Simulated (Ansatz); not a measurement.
K$_{2}$S$_{3}$:
```xyz
10
Lattice="3.5820 -4.9997 0.0000 3.5820 4.9997 0.0000 0.0000 0.0000 7.2868" Properties=species:S:1:pos:R:3 pbc="T T T"
K      3.5820     0.8109     4.7955
K      3.5820    -0.8109     1.1521
K      3.5820    -3.9777     2.8131
K      3.5820     3.9777     6.4565
S      1.6726    -1.6066     3.6676
S      5.4915     1.6066     0.0243
S      5.4915    -1.6066     3.6676
S      1.6726     1.6066     0.0243
S      3.5820    -2.9627     6.1201
S      3.5820     2.9627     2.4767
```

x, y and z are the axes in which the lattice vectors are written.

Q: Give the proper piezoelectric stress tensor with relaxed ions from the program Ansatz at the PBEsol level (PAW).

A: In C/m², rows x, y, z, Voigt columns; mesh uncertainty up to 0.01.
```
 0.00   0.00   0.00   0.00   0.10   0.00
 0.00   0.00   0.00  -0.02   0.00   0.00
 0.26   0.01   0.06   0.00   0.00   0.00
```

The elastic tensor of the same run (GPa):

```
39.6  14.6   9.3   0.0   0.0   0.0
14.6  29.5  11.8   0.0   0.0   0.0
 9.3  11.8  27.3   0.0   0.0   0.0
 0.0   0.0   0.0  10.8   0.0   0.0
 0.0   0.0   0.0   0.0  12.6   0.0
 0.0   0.0   0.0   0.0   0.0  11.8
```

Q: Convert to strain constants d = e·S.

A: In pC/N:
```
 0.0   0.0   0.0   0.0   7.8   0.0
 0.0   0.0   0.0  -2.1   0.0   0.0
 7.9  -4.2   1.5   0.0   0.0   0.0
```

Space group Cmc2_1. The first step of the workflow began from a Materials Project structure, measured or hypothetical; the Crystallography Open Database files this formula in space group No. 36, but the cells were not matched. Whether it is the stable phase at ambient conditions was not checked. Symmetry was held in the PBEsol relaxation; whether a distortion lowers the energy is not shown.

Potentials: the later of the program's two PAW sets.
